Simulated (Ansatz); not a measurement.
ZrO$_{2}$ in space group P2_1/c (No. 14; Zr on 4e, O on 4e, O on 4e), plane-wave PAW r²SCAN (Ansatz code), all energies at zero smearing, with the estimated change up to a 700 eV cutoff added, with one set of potentials and settings (totals compare only within such a set). Cell of 12 atoms (4 Zr, 8 O): -21352.961 eV.

```csv
element,reference phase,E (eV/atom)
Zr,"P6_3/mmc, 2 atoms in the cell",-4195.0260
O,"C2/m, 4 atoms in the cell, spin-polarised",-566.0281
```

Formation energy per atom, worked out: (-21352.961 − 4×(-4195.0260) − 8×(-566.0281))/12 = -3.719 eV/atom (-359 kJ per mol of atoms), at 0 K, without zero-point energy or fitted corrections.

Symmetry was held in the r²SCAN relaxation. No spin polarisation was allowed. The references are the lowest solids computed at this level, not always the standard phases (solids in place of the gases).

Potentials: the later of the program's two PAW sets.
